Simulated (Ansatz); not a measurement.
A structure of PbO₂ relaxed with PBEsol (plane waves to 420 eV, PAW, scalar-relativistic; Ansatz, a quantum-chemistry and plane-wave program); single points at other levels follow on the same geometry (Ansatz, PAW; HSE06 at 420 eV on a 4×4×6 k-mesh; no spin-orbit coupling). Space group P4₂/mnm (No. 136).

```cif
data_O4Pb2
_chemical_formula_sum 'Pb2 O4'
_space_group_name_H-M_alt 'P 1'
_space_group_IT_number 1
_cell_length_a 4.99855
_cell_length_b 4.99855
_cell_length_c 3.41129
_cell_angle_alpha 90.000
_cell_angle_beta 90.000
_cell_angle_gamma 90.000
loop_
_space_group_symop_operation_xyz
  'x, y, z'
loop_
_atom_site_label
_atom_site_type_symbol
_atom_site_fract_x
_atom_site_fract_y
_atom_site_fract_z
_atom_site_occupancy
Pb1 Pb 0.00000 0.00000 0.00000 1
Pb2 Pb 0.50000 0.50000 0.50000 1
O1 O 0.30763 0.30763 0.00000 1
O2 O 0.69237 0.69237 0.00000 1
O3 O 0.19237 0.80763 0.50000 1
O4 O 0.80763 0.19237 0.50000 1
```

| level | gap (eV) | kind | conduction minimum |
|---|---|---|---|
| PBEsol | 0.03 | indirect | 29 % of the way from Γ to X |
| HSE06 | ? | – | – |

Complete the blanks.


- HSE06, gap (eV): 0.00

HSE06 gaps come from a coarse mesh plus a few chosen points, so they may be too large. No spin polarisation in the result.

Measured for PbO2: a 4.9578 Å (room temperature; as listed in Zenji Hiroi, Progress in Solid State Chemistry (2015)); c 3.3878 Å (room temperature; as listed in Zenji Hiroi, Progress in Solid State Chemistry (2015)). Computed minus measured — a: PBEsol +0.8 %; c: PBEsol +0.7 %. The computed values are for a static lattice.

The run could not lose the symmetry of its start.
